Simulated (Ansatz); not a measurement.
BaTiO3:
```cif
data_Ba3O9Ti3
_chemical_formula_sum 'Ba3 Ti3 O9'
_space_group_name_H-M_alt 'R3m :H'
_space_group_IT_number 160
_space_group_name_Hall 'R 3 -2"'
_cell_length_a 5.68013
_cell_length_b 5.68013
_cell_length_c 6.99434
_cell_angle_alpha 90.000
_cell_angle_beta 90.000
_cell_angle_gamma 120.000
loop_
_atom_site_label
_atom_site_type_symbol
_atom_site_symmetry_multiplicity
_atom_site_Wyckoff_symbol
_atom_site_fract_x
_atom_site_fract_y
_atom_site_fract_z
_atom_site_occupancy
Ba1 Ba 3 a 0.00000 0.00000 0.00127 1
Ti1 Ti 3 a 0.00000 0.00000 0.51474 1
O1 O 9 b 0.16987 0.33974 0.31836 1
```
(The calculation used a cell of 5 atoms; values per cell refer to that cell.)

Relaxed with r²SCAN.

Problem. Which orbitals make up the states near the band edges in DFT-r²SCAN in the program Ansatz with PAW potentials?

Solution. Top 1 eV of the valence band: O 2p 93 %. Bottom 1 eV of the conduction band: Ti 3d 83 %, O 2p 13 %. Projections are on Löwdin-orthogonalised atomic valence shells; empty p or d shells of many metals are not among them.

Problem. Tabulate the density of states.

Solution. States/eV per cell of 5 atoms, in 0.25 eV bins, energy from the valence-band maximum.

```csv
E (eV),total,O 2p,Ti 3d,Ba 5p
-7.87,0.00,0.00,0.00,0.00
-7.62,0.00,0.00,0.00,0.00
-7.37,0.00,0.00,0.00,0.00
-7.12,0.00,0.00,0.00,0.00
-6.87,0.00,0.00,0.00,0.00
-6.62,0.00,0.00,0.00,0.00
-6.37,0.00,0.00,0.00,0.00
-6.12,0.00,0.00,0.00,0.00
-5.87,0.00,0.00,0.00,0.00
-5.62,0.00,0.00,0.00,0.00
-5.37,0.00,0.00,0.00,0.00
-5.12,0.00,0.00,0.00,0.00
-4.87,0.00,0.00,0.00,0.00
-4.62,0.00,0.00,0.00,0.00
-4.37,0.02,0.02,0.00,0.00
-4.12,1.55,1.16,0.16,0.00
-3.87,3.54,2.56,0.60,0.01
-3.62,3.39,2.36,0.81,0.02
-3.37,3.99,2.82,0.91,0.04
-3.12,3.92,2.88,0.78,0.04
-2.87,4.01,3.06,0.64,0.09
-2.62,7.29,5.92,0.89,0.14
-2.37,8.10,6.20,1.22,0.44
-2.12,4.39,3.45,0.64,0.15
-1.87,2.66,2.20,0.30,0.05
-1.62,3.78,3.26,0.30,0.04
-1.37,1.67,1.45,0.11,0.01
-1.12,4.25,3.86,0.17,0.05
-0.87,7.30,6.73,0.21,0.13
-0.62,6.39,5.91,0.18,0.12
-0.37,3.67,3.49,0.05,0.04
-0.12,2.08,2.03,0.00,0.01
0.13,0.00,0.00,0.00,0.00
0.38,0.00,0.00,0.00,0.00
0.63,0.00,0.00,0.00,0.00
0.88,0.00,0.00,0.00,0.00
1.13,0.00,0.00,0.00,0.00
1.38,0.00,0.00,0.00,0.00
1.63,0.00,0.00,0.00,0.00
1.88,0.00,0.00,0.00,0.00
2.13,0.00,0.00,0.00,0.00
2.38,0.00,0.00,0.00,0.00
2.63,0.00,0.00,0.00,0.00
2.88,0.33,0.03,0.29,0.00
3.13,1.94,0.20,1.69,0.00
3.38,2.23,0.27,1.88,0.00
3.63,2.70,0.39,2.21,0.00
3.88,3.55,0.59,2.82,0.00
4.13,6.37,1.19,4.92,0.00
4.38,4.65,0.89,3.48,0.00
4.63,2.06,0.42,1.50,0.00
4.88,0.48,0.06,0.37,0.00
5.13,1.18,0.12,0.91,0.00
5.38,1.75,0.21,1.30,0.00
5.63,1.66,0.23,1.20,0.00
5.88,1.20,0.19,0.79,0.00
6.13,1.28,0.21,0.74,0.00
6.38,1.39,0.23,0.72,0.00
6.63,1.74,0.31,0.86,0.00
6.88,1.92,0.36,0.87,0.00
7.13,2.02,0.37,0.78,0.00
7.38,2.14,0.39,0.74,0.00
7.63,2.57,0.44,0.75,0.00
```

This is a known low-temperature phase of the composition, computed here at zero pressure and temperature. The r²SCAN relaxation kept the symmetry of its start; whether a distortion lowers the energy is not shown. The run is not spin-polarised. Scalar-relativistic: spin–orbit coupling is off unless named, which matters more the heavier the elements.

Potentials: the later of the program's two PAW sets.
